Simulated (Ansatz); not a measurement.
CdGaO3 in space group P4mm (No. 99; Ga on 1b, Cd on 1a, O on 2c, O on 1b), r²SCAN+D4 in the plane-wave PAW code Ansatz, all energies at zero smearing, with the estimated change up to a 700 eV cutoff added, with one set of potentials and settings (totals compare only within such a set). Cell of 5 atoms (1 Ga, 1 Cd, 3 O): -13762.898 eV.

| element | reference phase | E (eV/atom) |
|---|---|---|
| Ga | Cmce, 4 atoms in the cell | -3790.4264 |
| Cd | P6_3/mmc, 2 atoms in the cell | -8268.3261 |
| O | C2/m, 4 atoms in the cell, spin-polarised | -566.0549 |

Formation energy per atom, worked out: (-13762.898 − 1×(-3790.4264) − 1×(-8268.3261) − 3×(-566.0549))/5 = -1.196 eV/atom (-115 kJ per mol of atoms), at 0 K, without zero-point energy or fitted corrections.

The start of the workflow was typed in or built on a structure type; neither database checked (COD, Materials Project) lists it. Whether it is the stable phase at ambient conditions was not checked. The cell was relaxed with r²SCAN+D4 under the symmetry of its start; its stability against distortions is not shown here. The references are the lowest solids computed at this level, not always the standard phases (solids in place of the gases).

Potentials: the later of the program's two PAW sets.
